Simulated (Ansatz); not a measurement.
BeS:
```cif
data_Be4S4
_chemical_formula_sum 'S4 Be4'
_space_group_name_H-M_alt 'Fm-3m'
_space_group_IT_number 225
_space_group_name_Hall '-F 4 2 3'
_cell_length_a 4.63431
_cell_length_b 4.63431
_cell_length_c 4.63431
_cell_angle_alpha 90.000
_cell_angle_beta 90.000
_cell_angle_gamma 90.000
loop_
_atom_site_label
_atom_site_type_symbol
_atom_site_symmetry_multiplicity
_atom_site_Wyckoff_symbol
_atom_site_fract_x
_atom_site_fract_y
_atom_site_fract_z
_atom_site_occupancy
S1 S 4 a 0.00000 0.00000 0.00000 1
Be1 Be 4 b 0.50000 0.50000 0.50000 1
```
(The calculation used a cell of 2 atoms; values per cell refer to that cell.)

Relaxed with r²SCAN. DFT-r²SCAN in the program Ansatz with PAW potentials gives a gap of 1.33 eV.

Q: What gap does HSE06 give on the same cell (Ansatz, PAW)?

A: 1.73 eV, 0.40 eV more. The hybrid was solved on a coarser mesh and at special points; its gap is the smallest among all of these.

```json
[
 {"k": "Γ", "v1 r²SCAN": "-0.28", "c1 r²SCAN": "6.20", "v1 HSE06": "(withheld)", "c1 HSE06": "(withheld)"},
 {"k": "X", "v1 r²SCAN": "-3.27", "c1 r²SCAN": "1.33", "v1 HSE06": "-3.48", "c1 HSE06": "1.73"},
 {"k": "L", "v1 r²SCAN": "-0.55", "c1 r²SCAN": "4.45", "v1 HSE06": "(withheld)", "c1 HSE06": "(withheld)"},
 {"k": "W", "v1 r²SCAN": "-4.06", "c1 r²SCAN": "5.35", "v1 HSE06": "(withheld)", "c1 HSE06": "(withheld)"},
 {"k": "K", "v1 r²SCAN": "-2.56", "c1 r²SCAN": "2.68", "v1 HSE06": "(withheld)", "c1 HSE06": "(withheld)"}
]
```

Q: Top valence (v1) and lowest conduction level (c1) in eV from each method's valence maximum (which need not be a listed point): supply the withheld HSE06 values.

A: 
- Γ, v1 HSE06: -0.34
- Γ, c1 HSE06: 6.42
- W, v1 HSE06: -4.28
- W, c1 HSE06: 5.93
- L, v1 HSE06: -0.57
- L, c1 HSE06: 4.93
- K, v1 HSE06: -2.71
- K, c1 HSE06: 3.10

Cost on shared cores: the r²SCAN run (SCF on a 10×10×10 mesh, then bands and DOS) around 13 core-seconds (rough), the HSE06 run (SCF on 8×8×8, then a few points) roughly 90 core-seconds; the tasks are unlike.

The start of the workflow was typed in or built on a structure type; neither database checked (COD, Materials Project) lists it. COD files the formula under space group No. 216, so this cell is another polymorph or a model. Its standing as an ambient phase is unchecked. Symmetry was held in the r²SCAN relaxation; its stability against distortions is not shown here.

Potentials: the later of the program's two PAW sets.
